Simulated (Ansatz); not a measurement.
## BiRhS: computed property card

BiRhS:
```yaml
crystal:
  lattice:
    - [6.18264, 0.00000, 0.00000]
    - [0.00000, 6.18264, 0.00000]
    - [0.00000, 0.00000, 6.18264]
  atoms:
    - { symbol: Bi, position: [0.12774, 0.62774, 0.87226] }
    - { symbol: Bi, position: [0.37226, 0.37226, 0.37226] }
    - { symbol: Bi, position: [0.62774, 0.87226, 0.12774] }
    - { symbol: Bi, position: [0.87226, 0.12774, 0.62774] }
    - { symbol: Rh, position: [0.47951, 0.97951, 0.52049] }
    - { symbol: Rh, position: [0.02049, 0.02049, 0.02049] }
    - { symbol: Rh, position: [0.97951, 0.52049, 0.47951] }
    - { symbol: Rh, position: [0.52049, 0.47951, 0.97951] }
    - { symbol: S, position: [0.88151, 0.38151, 0.11849] }
    - { symbol: S, position: [0.61849, 0.61849, 0.61849] }
    - { symbol: S, position: [0.38151, 0.11849, 0.88151] }
    - { symbol: S, position: [0.11849, 0.88151, 0.38151] }
```

Space group P2_13 (No. 198); conventional cell a = b = c = 6.183 Å, α = β = γ = 90.00°.

Method: r²SCAN (plane waves, PAW; program Ansatz). The cell and atoms are relaxed at this level. Other levels are named where they apply.

Cell and energy:

```json
{
 "volume_per_atom": "19.69 Å³",
 "density": "9.67 g/cm³",
 "Formation energy from the elements (no fitted shifts)": "-0.50 eV/atom"
}
```

Electronic structure:

```json
{
 "band_gap": "0.59 eV (indirect)",
 "valence_band_maximum": "off the standard path, at k = (0.000, 0.333, 0.370) in fractions of the reciprocal vectors",
 "conduction_band_minimum": "on the Γ–R line, 92 % of the way from Γ (8 equivalent valleys)",
 "smallest_direct_gap_on_the_standard_path": "0.96 eV",
 "electron_effective_mass": "0.39, 0.39, 0.83 mₑ (principal values)",
 "hole_effective_mass": "0.29, 0.39, 0.56 mₑ (principal values)",
 "HSE06 gap on the r²SCAN cell": "0.93 eV",
 "Gap with spin–orbit coupling": "0.45 eV"
}
```

Mechanics:

```json
{
 "Bulk modulus (Birch–Murnaghan fit)": "119 GPa",
 "Pressure derivative B′": "5.1"
}
```

Charges:

```json
{
 "bader_charges": "Bi +0.72, Rh -0.04, S -0.68 e"
}
```

The workflow started from a Materials Project entry (that database holds measured and hypothetical structures alike); the Crystallography Open Database copy checked does not list it. Its standing as an ambient phase is unchecked. Symmetry was held in the r²SCAN relaxation; whether a distortion lowers the energy is not shown. No spin polarisation was allowed. The references are the lowest solids computed at this level, not always the standard phases. Scalar-relativistic: spin–orbit coupling is off unless named, which matters more the heavier the elements.

Potentials: the later of the program's two PAW sets.
